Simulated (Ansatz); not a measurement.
**MgV2C4O12 — contact hyperfine fields**

Cell: a Materials Project structure (computed, not necessarily an observed phase), ions relaxed with PBE at fixed cell.

Space group P-1 (No. 2); a = 4.4474, b = 5.9830, c = 7.7081 Å, α = 87.79°, β = 88.47°, γ = 87.99°.

| site | Wyckoff | site symmetry | x | y | z |
| --- | --- | --- | --- | --- | --- |
| Mg | 1f | -1 | 0.5000 | 0.0000 | 0.5000 |
| V2 | 1g | -1 | 0.0000 | 0.5000 | 0.5000 |
| V3 | 1d | -1 | 0.5000 | 0.0000 | 0.0000 |
| C4 | 2i | 1 | 0.9913 | 0.1290 | 0.2498 |
| C5 | 2i | 1 | 0.4982 | 0.3557 | 0.7412 |
| O8 | 2i | 1 | 0.8638 | 0.1978 | 0.3960 |
| O9 | 2i | 1 | 0.8433 | 0.1302 | 0.1124 |
| O10 | 2i | 1 | 0.7454 | 0.4520 | 0.7141 |
| O11 | 2i | 1 | 0.7277 | 0.9378 | 0.7502 |
| O12 | 2i | 1 | 0.6680 | 0.6937 | 0.3939 |
| O13 | 2i | 1 | 0.5965 | 0.7039 | 0.1073 |

One atom of each set is listed.

All values are calculated (Ansatz; DFT, PBE, plane waves and PAW, scalar-relativistic, collinear spin, 420 eV cutoff, Γ-centred 6×4×3 k-points, Fermi–Dirac smearing 0.02 eV), not measured. Start moments as typed (μB): 2 on each V, none on the rest.

B_c = (2μ₀/3)μB(ρ↑ − ρ↓), with the spin density averaged over the Thomson radius around the nucleus, 7.77 T per e/Å³, positive along the up direction of the run. The valence column is what the valence and semicore waves of the PAW files give as listed; the rest comes from solving these waves and the inner shells again in each spin's potential.

Task: What moments and contact fields does each site carry?

Result: The cell's net moment is 4.00 μB; the site moments, counted in spheres around the atoms, add up to 3.03 μB, and the difference lies between the spheres. One atom of each set is listed.

| site | m (μB) | B_c (T) | valence column (T) | rest (T) |
| --- | --- | --- | --- | --- |
| Mg | 0.00 | 0.4 | 0.4 | 0.0 |
| V2 | 1.56 | -13.9 | 10.8 | -24.7 |
| V3 | 1.49 | -13.4 | 10.7 | -24.1 |
| C4 | 0.01 | 0.8 | 0.9 | -0.1 |
| C5 | 0.01 | 1.5 | 1.7 | -0.1 |
| O8 | 0.00 | 0.1 | 0.2 | -0.1 |
| O9 | 0.00 | -0.3 | -0.3 | 0.0 |
| O10 | -0.01 | 0.0 | -0.1 | 0.2 |
| O11 | -0.01 | -0.2 | -0.4 | 0.1 |
| O12 | -0.01 | -0.4 | -0.6 | 0.2 |
| O13 | -0.01 | 0.1 | 0.0 | 0.1 |

All moments on V are parallel here, as they were started; many such compounds order antiparallel, where fields on atoms that lie between magnetic neighbours largely cancel. The magnetic order is the one that the run reached from its start moments, not necessarily the measured one. Semilocal functionals underestimate core polarisation, so for a given moment the contact field on a magnetic ion comes out too small, by up to a factor of two. Orbital and dipolar fields are left out; they are small for half-filled shells and for d³ or d⁸ ions in regular octahedra, but can rival the contact field on other open-shell ions. Fields under about 2 T can be off by more than a tenth.

The relaxation (6 steps) took 10 min of wall time (20 min of CPU time) and 1.6 GiB at its peak, on 2 threads of Intel Xeon Processor @ 2.50GHz (Skylake/Cascade Lake) (x86_64; 62 cores open to the job, memory cap 5.0 GiB, no GPU), a shared host with a load of 0.9 a core.
